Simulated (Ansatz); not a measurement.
Total density of states per atom from the program Ansatz at the r²SCAN level (PAW), in 0.25 eV bins, energy from the valence-band maximum:

(E (eV), states/eV/atom): (-7.85, 0.03); (-7.60, 1.03); (-7.35, 0.66); (-7.10, 0.48); (-6.85, 0.40); (-6.60, 0.19); (-6.35, 0.45); (-6.10, 0.46); (-5.85, 0.47); (-5.60, 0.57); (-5.35, 0.79); (-5.10, 0.97); (-4.85, 1.00); (-4.60, 0.77); (-4.35, 0.54); (-4.10, 0.63); (-3.85, 0.61); (-3.60, 0.51); (-3.35, 0.72); (-3.10, 0.95); (-2.85, 0.95); (-2.60, 1.39); (-2.35, 1.01); (-2.10, 0.40); (-1.85, 1.40); (-1.60, 1.79); (-1.35, 1.75); (-1.10, 1.00); (-0.85, 1.36); (-0.60, 0.48); (-0.35, 0.16); (-0.10, 0.07); (0.15, 0.00); (0.40, 0.12); (0.65, 0.80); (0.90, 0.93); (1.15, 0.37); (1.40, 0.22); (1.65, 0.18); (1.90, 0.44); (2.15, 0.66); (2.40, 0.60); (2.65, 0.77); (2.90, 0.23); (3.15, 0.03); (3.40, 0.00); (3.65, 0.00); (3.90, 0.04); (4.15, 0.19); (4.40, 0.23); (4.65, 0.32); (4.90, 0.41); (5.15, 0.52)

Question: Pick the material that matches.
A. KF, rock salt
B. NiS2, P2_1/c (Ni on 2a, S on 4e)
C. Na2S, anti-fluorite
D. GdHSe, P-6m2 (Gd on 1a, H on 1c, Se on 1f)

Answer: B, NiS2, P2_1/c (Ni on 2a, S on 4e). Top 1 eV of the valence band: Ni 3d 67 %, S 3p 27 %. Bottom 1 eV of the conduction band: S 3p 50 %, Ni 3d 41 %. Projections are on Löwdin-orthogonalised atomic valence shells; empty p or d shells of many metals are not among them.

The first step of the workflow began from a Materials Project structure, measured or hypothetical; the Crystallography Open Database copy checked does not list it. COD files the formula under space group No. 205, so this cell is another polymorph or a model. Its standing as an ambient phase is unchecked. The r²SCAN relaxation kept the symmetry of its start; its stability against distortions is not shown here. The run is not spin-polarised. A crystal of weakly bound layers computed without a dispersion correction: the cell and the soft elastic constants depend strongly on that.

Potentials: the later of the program's two PAW sets.
